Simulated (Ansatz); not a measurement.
# Calculated with Ansatz: Ag₂Sb₂Cl, relaxation

input.yaml:

```yaml
crystal:
  lattice:
    - [0.0, 4.691353, 0.0]
    - [4.691353, 0.0, 0.0]
    - [2.345677, 2.345677, -5.538498]
  atoms:
    - { symbol: Cl, position: [0.0, 0.0, 0.0] }
    - { symbol: Ag, position: [0.75, 0.25, 0.5] }
    - { symbol: Ag, position: [0.25, 0.75, 0.5] }
    - { symbol: Sb, position: [0.3842, 0.3842, 0.2316] }
    - { symbol: Sb, position: [0.6158, 0.6158, 0.7684] }
  symmetry: { tolerance: 0.0003 }
kpoints:
  mp_grid: { grid: [7, 7, 7], shift: [0, 0, 0] }
magnetization:
  spin_polarized: false
scf:
  occupations: { method: fermi_dirac }
  lower_state_search: "off"
hamiltonian:
  pseudopotentials: { kind: paw }
  xc: pbe
basis:
  ecutwfc: 420
  fft_grid_basis: typed
relax:
  max_steps: 80
  cell: { p_target: 0.0 }
output:
  forces: true
  stress: true
  eigenvalues: true
  bader: true
  populations: true
  elf: true
  write_potential: true
  volumetric_format: npy
  dos:
    e_range: [-12, 8]
    de: 0.05
    projected: { site_lists: { Ag: [Ag], Cl: [Cl], Sb: [Sb] } }
  write_density: true
checkpoint:
  read: saved_state
```

Run with:

```bash
ansatz run input.yaml --threads 2 --pin off --max-ram 2560MiB --backend cpu --events-out ev --progress --plain --runs-dir out
```

Origin of the cell: a known structure type with other elements, at an estimated volume, so it need not be a known compound.

The smearing width isn't typed, so it takes its default of 0.1 eV.

The saved state is a converged single point of the same cell.

Output (shortened):

```
SCF iter   1: F=—  HF=-29228.775849 eV  Δρ=7.11e-4  dr2=1.16e-3
SCF iter   2: F=—  HF=-29228.775936 eV  Δρ=3.78e-4  dr2=1.89e-4
SCF iter   3: F=—  HF=-29228.775912 eV  Δρ=3.13e-4  dr2=1.08e-4
SCF iter   4: F=—  HF=-29228.775884 eV  Δρ=4.17e-5  dr2=2.80e-6
SCF iter   5: F=—  HF=-29228.775887 eV  Δρ=1.75e-5  dr2=5.41e-7
SCF iter   6: F=-29228.775887 eV  HF=-29228.775887 eV  Δρ=4.49e-6  dr2=2.07e-8
relax step   1: F+E_penalty+E_count = -29228.775887 eV  Δ(F+E_penalty+E_count) = +0.000e0 eV  max|allowed force component| = 1.996e0 eV/Å  Δτ_max = 0.0000 Å  P = +4.860 GPa  Ω = 121.896 Å³  ( […]
relax step   2: F+E_penalty+E_count = -29229.040439 eV  Δ(F+E_penalty+E_count) = -2.646e-1 eV  max|allowed force component| = 4.803e-1 eV/Å  Δτ_max = 0.1585 Å  P = -0.486 GPa  Ω = 134.191 Å³ […]
relax step   3: F+E_penalty+E_count = -29229.069694 eV  Δ(F+E_penalty+E_count) = -2.926e-2 eV  max|allowed force component| = 2.313e-1 eV/Å  Δτ_max = 0.0305 Å  P = -0.366 GPa  Ω = 133.205 Å³ […]
relax step   4: F+E_penalty+E_count = -29229.078511 eV  Δ(F+E_penalty+E_count) = -8.817e-3 eV  max|allowed force component| = 1.124e-1 eV/Å  Δτ_max = 0.0286 Å  P = +0.197 GPa  Ω = 131.439 Å³ […]
relax step   5: F+E_penalty+E_count = -29229.080383 eV  Δ(F+E_penalty+E_count) = -1.871e-3 eV  max|allowed force component| = 1.388e-2 eV/Å  Δτ_max = 0.0105 Å  P = +0.009 GPa  Ω = 132.067 Å³ […]
relax step   6: F+E_penalty+E_count = -29229.082294 eV  Δ(F+E_penalty+E_count) = -1.911e-3 eV  max|allowed force component| = 2.677e-3 eV/Å  Δτ_max = 0.0072 Å  P = +0.025 GPa  Ω = 132.220 Å³ […]
relax step   7: F+E_penalty+E_count = -29229.093872 eV  Δ(F+E_penalty+E_count) = -1.158e-2 eV  max|allowed force component| = 1.273e-1 eV/Å  Δτ_max = 0.0511 Å  P = -0.176 GPa  Ω = 133.908 Å³ […]
relax step   8: F+E_penalty+E_count = -29229.096235 eV  Δ(F+E_penalty+E_count) = -2.363e-3 eV  max|allowed force component| = 2.092e-1 eV/Å  Δτ_max = 0.0490 Å  P = +0.010 GPa  Ω = 133.681 Å³ […]
relax step   9: F+E_penalty+E_count = -29229.099798 eV  Δ(F+E_penalty+E_count) = -3.563e-3 eV  max|allowed force component| = 4.482e-2 eV/Å  Δτ_max = 0.0100 Å  P = +0.135 GPa  Ω = 133.308 Å³ […]
relax step  10: F+E_penalty+E_count = -29229.100554 eV  Δ(F+E_penalty+E_count) = -7.555e-4 eV  max|allowed force component| = 5.386e-3 eV/Å  Δτ_max = 0.0155 Å  P = -0.049 GPa  Ω = 133.809 Å³ […]
relax step  11: F+E_penalty+E_count = -29229.102372 eV  Δ(F+E_penalty+E_count) = -1.819e-3 eV  max|allowed force component| = 1.865e-2 eV/Å  Δτ_max = 0.0364 Å  P = -0.109 GPa  Ω = 133.863 Å³ […]
relax step  12: F+E_penalty+E_count = -29229.107423 eV  Δ(F+E_penalty+E_count) = -5.051e-3 eV  max|allowed force component| = 9.273e-2 eV/Å  Δτ_max = 0.0508 Å  P = -0.204 GPa  Ω = 133.685 Å³ […]
relax step  13: F+E_penalty+E_count = -29229.108980 eV  Δ(F+E_penalty+E_count) = -1.557e-3 eV  max|allowed force component| = 8.685e-2 eV/Å  Δτ_max = 0.0092 Å  P = -0.184 GPa  Ω = 133.557 Å³ […]
relax step  14: F+E_penalty+E_count = -29229.111295 eV  Δ(F+E_penalty+E_count) = -2.314e-3 eV  max|allowed force component| = 7.804e-2 eV/Å  Δτ_max = 0.0130 Å  P = -0.172 GPa  Ω = 133.421 Å³ […]
relax step  15: F+E_penalty+E_count = -29229.130593 eV  Δ(F+E_penalty+E_count) = -1.930e-2 eV  max|allowed force component| = 3.523e-1 eV/Å  Δτ_max = 0.0976 Å  P = -0.480 GPa  Ω = 132.419 Å³ […]
relax step  16: F+E_penalty+E_count = -29229.099713 eV  Δ(F+E_penalty+E_count) = +3.088e-2 eV  max|allowed force component| = 2.330e-1 eV/Å  Δτ_max = 0.1303 Å  P = +0.001 GPa  Ω = 129.613 Å³ […]
relax step  17: F+E_penalty+E_count = -29229.151814 eV  Δ(F+E_penalty+E_count) = -2.122e-2 eV  max|allowed force component| = 2.027e-2 eV/Å  Δτ_max = 0.0751 Å  P = +0.670 GPa  Ω = 129.983 Å³ […]
relax step  18: F+E_penalty+E_count = -29229.157555 eV  Δ(F+E_penalty+E_count) = -5.742e-3 eV  max|allowed force component| = 2.495e-2 eV/Å  Δτ_max = 0.0453 Å  P = -0.162 GPa  Ω = 131.675 Å³ […]
relax step  19: F+E_penalty+E_count = -29229.158155 eV  Δ(F+E_penalty+E_count) = -6.001e-4 eV  max|allowed force component| = 7.563e-4 eV/Å  Δτ_max = 0.0061 Å  P = +0.003 GPa  Ω = 131.170 Å³ […]
relax step  20: F+E_penalty+E_count = -29229.200899 eV  Δ(F+E_penalty+E_count) = -4.274e-2 eV  max|allowed force component| = 2.300e-4 eV/Å  Δτ_max = 0.0000 Å  P = +0.679 GPa  Ω = 131.170 Å³  stress off target by 1.01e0 GPa […]
relax step  21: F+E_penalty+E_count = -29229.209961 eV  Δ(F+E_penalty+E_count) = -9.062e-3 eV  max|allowed force component| = 2.746e-3 eV/Å  Δτ_max = 0.0265 Å  P = +0.226 GPa  Ω = 132.343 Å³ […]
relax step  22: F+E_penalty+E_count = -29229.211172 eV  Δ(F+E_penalty+E_count) = -1.211e-3 eV  max|allowed force component| = 3.452e-3 eV/Å  Δτ_max = 0.0127 Å  P = -0.010 GPa  Ω = 132.999 Å³ […]
relax step  23: F+E_penalty+E_count = -29229.211624 eV  Δ(F+E_penalty+E_count) = -4.527e-4 eV  max|allowed force component| = 3.610e-3 eV/Å  Δτ_max = 0.0000 Å  P = -0.015 GPa  Ω = 132.999 Å³  stress off target by 2.72e-2 GPa […]
SCF 23 converged in 6 iterations: F = -29229.211624 eV  dr2 = 6.48e-12
basis re-selected at this cell: Δ(F+E_penalty+E_count) = -4.527e-4 eV, ΔP = -0.005 GPa vs the last step (what re-selecting the basis moved, of the pressure what is left beyond the Pulay corre […]
SCF converged after 6 iterations
Free energy (F): -29229.211624 eV
Harris-Foulkes:  -29229.211624 eV  (|F-HF|=0.00e0)
Internal energy: -29229.113825 eV  (E = F + TS)
E sigma→0 (E₀):  -29229.162725 eV
Entropy (-TS):   -0.097799 eV (-19.560 meV/atom)
Fermi energy:    8.865628 eV
--- Per-component energies (eV) ---
  E_band       = -1130.268607
  E_kinetic    = 1627.325872
  E_local      = -10111.766770  (includes V_loc(G=0)·N_el)
  E_nonlocal   = 914.363803
  E_hartree    = 4515.855146
  E_xc         = -750.954874
  E_vxc        = -780.427339  (∫ρ·V_xc dr)
  E_paw        = -17615.482765  (= ΣΔE_a)
  E_vpaw       = -1811.475406  (= ΣTr[D̂ρ^β])
  E_aug_tail   = 0.000710  (compensation charges beyond the density's cutoff)
  E_ewald      = -7808.454948
  E_smearing   = -0.097799  (= −TS)
  Σ components = -29229.211624   (vs F -29229.211624, Δ=0.00e0)
--- Forces (eV/Å), atoms counted from 1 ---
  atom   1  Cl     0.000000    -0.000000     0.000000
  atom   2  Ag    -0.000000     0.000000    -0.000000
  atom   3  Ag     0.000000    -0.000000     0.000000
  atom   4  Sb     0.000000     0.000000    -0.003610
  atom   5  Sb    -0.000000    -0.000000     0.003610
  max |Σ_I F_I| component: 8.67e-19 eV/Å
--- Stress (GPa, compression-positive) ---
       -0.008628      -0.000000       0.000000
       -0.000000      -0.008628       0.000000
        0.000000       0.000000      -0.027193
  P = ⅓ Tr σ = -0.0148 GPa (-0.148 kbar)
--- Relaxed structure (21 steps of the walk, 20 accepted, 2 SCFs on fresh bases) ---
  F+E_penalty+E_count = -29229.211624 eV   max|allowed force component| = 3.610e-3 eV/Å   (the final SCF, on the basis selected at the relaxed cell)
  cell:  # Å, volume = 132.9995 Å³
    - [-5.592e-15, 5.485845, 2.476e-7]
    - [5.485845, -5.592e-15, 2.476e-7]
    - [2.742923, 2.742923, -4.419395]
  atoms:
    - { symbol: Cl, position: [2.192e-19, 2.192e-19, -4.384e-19] }
    - { symbol: Ag, position: [0.75, 0.25, 0.5] }
    - { symbol: Ag, position: [0.25, 0.75, 0.5] }
    - { symbol: Sb, position: [0.329748, 0.329748, 0.340504] }
    - { symbol: Sb, position: [0.670252, 0.670252, 0.659496] }
--- Löwdin populations: 5 sites ---
  site symbol       q [e]
     0     Cl      7.5062
     1     Ag     18.5032
     2     Ag     18.5032
     3     Sb     15.1144
     4     Sb     15.1144
  spilling = 0.003449 (of n_electrons = 75.000000)
--- Bader charges: 5 sites ---
  site symbol  charge [e]  shift [e]
     0     Cl     -0.6564     0.0000
     1     Ag      0.0481     0.0000
     2     Ag      0.0481     0.0000
     3     Sb      0.2801     0.0000
     4     Sb      0.2800     0.0000
  estimated error of the sums over rays = 5.4e-4 e
```

Before:

Space group I4/mmm (No. 139); the run's cell has a = 4.691 Å, b = 4.691 Å, c = 6.456 Å, α = 68.69°, β = 68.69°, γ = 90.00°. Shortest distances: Sb–Sb 2.57 Å, Ag–Sb 2.78 Å, Ag–Ag 3.32 Å, Cl–Sb 3.56 Å.

The relaxed structure.

Space group I4/mmm (No. 139); the run's cell has a = 5.486 Å, b = 5.486 Å, c = 5.880 Å, α = 62.20°, β = 62.20°, γ = 90.00°. Shortest distances: Ag–Sb 2.83 Å, Cl–Sb 2.91 Å, Sb–Sb 3.01 Å, Ag–Cl 3.52 Å.

| Property | Result |
| --- | --- |
| Free energy lowered by | 87.1 meV/atom |
| Volume change | 9.11 % |
| Final pressure | -0.01 GPa |
| Relaxation steps listed | 23 |

Caveats: no moments, though an odd count or open d shells may carry them; no spin-orbit coupling, though heavy elements are present; the relaxation held the start's symmetry, so the end may be a saddle point.

The run took 3.1 min on 2 threads of Arm Neoverse V1, on a shared host, peak memory 0.54 GiB, from a saved density.
